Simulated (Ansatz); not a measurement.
## Thermal properties of MoRu₅ from its phonons

These are results of DFT PBE, scalar-relativistic, plane waves, PAW (Ansatz 0.2.0), not measurements. Plane waves to 420 eV; Γ-centred k mesh 12×12×10; Fermi-Dirac smearing of 0.15 eV. No spin polarisation. Phonons by linear response, acoustic sum rule imposed.

Equilibrium structure at this level:
```
CELL_PARAMETERS angstrom
4.75402 0.00000 0.00000
-2.37701 4.11711 0.00000
0.00000 0.00000 4.32412
ATOMIC_POSITIONS crystal
Mo 0.00000 0.00000 0.00000
Ru 0.33333 0.66667 0.00000
Ru 0.66667 0.33333 0.00000
Ru 0.66199 0.66199 0.50000
Ru 0.33801 0.00000 0.50000
Ru 0.00000 0.33801 0.50000
```

It was reached by relaxing an invented guess, and it needn't be the stable form of this composition. In a metal, frequencies and elastic constants depend on the k mesh and the smearing, soft modes and shear constants most. The q mesh is coarse, so values between its points are rough.

Force constants from linear response on a 2×2×2 q mesh, interpolated to a fine mesh.

Phonon density of states, in bins of 5 cm⁻¹:
bin centre (cm⁻¹), share of modes (%) and a bar:
```
      2.5        0.0
      7.5        0.0
     12.5        0.0
     17.5        0.0
     22.5        0.0
     27.5        0.0
     32.5        0.0
     37.5        0.0
     42.5        0.1
     47.5        0.1
     52.5        0.1
     57.5        0.1 #
     62.5        0.1 #
     67.5        0.1 #
     72.5        0.2 #
     77.5        0.2 #
     82.5        0.2 #
     87.5        0.3 #
     92.5        0.3 ##
     97.5        0.4 ##
    102.5        0.5 ##
    107.5        0.5 ###
    112.5        0.7 ###
    117.5        0.8 ####
    122.5        1.2 ######
    127.5        1.5 ########
    132.5        2.0 ###########
    137.5        2.6 ##############
    142.5        4.2 ######################
    147.5        5.0 ###########################
    152.5        3.9 #####################
    157.5        5.2 ############################
    162.5        4.6 ########################
    167.5        3.5 ###################
    172.5        3.5 ###################
    177.5        3.7 ####################
    182.5        3.8 ####################
    187.5        4.8 #########################
    192.5        4.8 #########################
    197.5        4.0 #####################
    202.5        5.5 #############################
    207.5        3.0 ################
    212.5        3.5 ##################
    217.5        4.0 #####################
    222.5        4.9 ##########################
    227.5        5.7 ##############################
    232.5        5.3 ############################
    237.5        4.0 #####################
    242.5        1.0 #####
```

Problem. How much zero-point energy does an atom carry?

Solution. 33.9 meV.

Problem. How large are the vibrational entropy and heat capacity at 300 K?

Solution. S = 3.58 k_B and C_V = 2.81 k_B per atom, 94 % of the Dulong–Petit value.

Problem. Tabulate them against temperature.

Solution.
```csv
T (K),F_vib (meV/atom),S (k_B/atom),C_V (k_B/atom)
100,31.5,0.93,1.75
200,16.5,2.48,2.59
300,-9.9,3.58,2.81
400,-44.4,4.40,2.89
500,-85.2,5.05,2.93
600,-131.1,5.58,2.95
700,-181.2,6.04,2.96
800,-235.0,6.44,2.97
900,-292.0,6.79,2.98
1000,-351.9,7.10,2.98
```
